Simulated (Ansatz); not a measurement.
## Property card for GaCuBr$_{4}$

GaCuBr₄:
```
CELL_PARAMETERS angstrom
      5.46402     0.00000     0.00000
      0.00000     5.46402     0.00000
      0.00000     0.00000    10.48751
ATOMIC_POSITIONS crystal
  Ga 0.00000 0.50000 0.25000
  Ga 0.50000 0.00000 0.75000
  Cu 0.00000 0.00000 0.00000
  Cu 0.00000 0.00000 0.50000
  Br 0.25655 0.25883 0.12331
  Br 0.25883 0.74345 0.87669
  Br 0.74345 0.74117 0.12331
  Br 0.74117 0.25655 0.87669
  Br 0.25655 0.74117 0.37669
  Br 0.25883 0.25655 0.62331
  Br 0.74345 0.25883 0.37669
  Br 0.74117 0.74345 0.62331
```

Space group P-42c (No. 112); conventional cell a = 5.4640 Å, b = 5.4640 Å, c = 10.4875 Å, α = 90.00°, β = 90.00°, γ = 90.00°.

Method: LDA in the plane-wave PAW code Ansatz. Geometry: relaxed at this level of theory. Other levels are named where they apply.

**Cell and energy**

```
Quantity                                                      Result
-----------------------------------------------------  -------------
Volume per atom                                             26.09 Å³
Density                                                   4.80 g/cm³
Formation energy from the elements (no fitted shifts)  -0.61 eV/atom
```

**Electronic structure**

```
Item                                                    Result
-----------------------  -------------------------------------
Band gap                 1.63 eV (smallest direct gap 1.66 eV)
Valence-band maximum                                      at M
Conduction-band minimum                                   at Γ
Electron effective mass                    0.31 mₑ (isotropic)
Hole effective mass       0.77, 2.4, 2.4 mₑ (principal values)
```

**Mechanics**

```
Property                                                                                                                    Result
-----------------------------------------------------------  ---------------------------------------------------------------------
Bulk modulus (Birch–Murnaghan fit)                                                                                        18.2 GPa
Pressure derivative B′                                                                                                         8.6
Elastic constants (relaxed ions, GPa)                        C11 = 25.7, C12 = 10.8, C13 = 18.4, C33 = 35.2, C44 = 16.2, C66 = 9.7
Mechanical stability                                                                        stable (all eigenvalues of C positive)
Hill bulk and shear moduli                                                                                       19.2 and 10.0 GPa
Young's modulus                                                                                                           25.6 GPa
Poisson's ratio                                                                                                               0.28
Debye temperature from the elastic constants                                                                                 161 K
Piezoelectric stress constants (proper, relaxed ions, C/m²)                                           e14 = e25 = 0.06, e36 = 0.08
```

**Dielectric response**

```
Item                                                                              Result
--------------------------------------------------------  ------------------------------
Electronic dielectric constant ε∞ (DFPT)                       4.45 (xx = yy), 4.89 (zz)
Static dielectric constant ε0 (ions relaxed, cell fixed)       5.69 (xx = yy), 6.82 (zz)
Born charges (a third of the trace)                       Ga +2.59, Cu +0.90, Br -0.87 e
```

**Phonons**

```
Property                                                                  Result
--------------------------------------------------  ----------------------------
Highest zone-centre frequency (without LO–TO term)                      8.33 THz
Zone-centre stability                                     no imaginary mode at Γ
Dynamical stability on the path                     stable (no imaginary branch)
Zero-point energy                                                  23.6 meV/atom
Vibrational entropy at 300 K                             43.7 J/(K·mol of atoms)
```

The workflow started from a Materials Project entry (that database holds measured and hypothetical structures alike); the Crystallography Open Database copy checked does not list it. Whether it is the stable phase at ambient conditions was not checked. The cell was relaxed with LDA under the symmetry of its start. The run is not spin-polarised. Signs of piezoelectric constants follow the polarity of the cell as given. The references are the lowest solids computed at this level, not always the standard phases. Scalar-relativistic: spin–orbit coupling is off unless named, which matters more the heavier the elements.

Potentials: the later of the program's two PAW sets.
